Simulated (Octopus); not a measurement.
**ZnO (P63mc, No. 186): Octopus summary**

ZnO (P63mc, No. 186):
```
CELL_PARAMETERS angstrom
      3.23735     0.00000     0.00000
     -1.61867     2.80363     0.00000
      0.00000     0.00000     5.22206
ATOMIC_POSITIONS crystal
  Zn 0.66667 0.33333 0.50059
  Zn 0.33333 0.66667 0.00059
  O  0.66667 0.33333 0.87972
  O  0.33333 0.66667 0.37972
```
The cell is a database entry, not relaxed again.

All numbers are Octopus results at the level LDA (grid spacing about 0.16 Å, Γ-centred 12×12×4 k-mesh, Fermi-Dirac smearing of 0.03 eV, no spin polarisation; PseudoDojo 0.4 LDA potentials), not measurements.

What band gap does LDA give on the standard high-symmetry path?

0.81 eV, direct at Γ. A grid finer by a fifth moves the gap between mesh points by 0.01 eV.
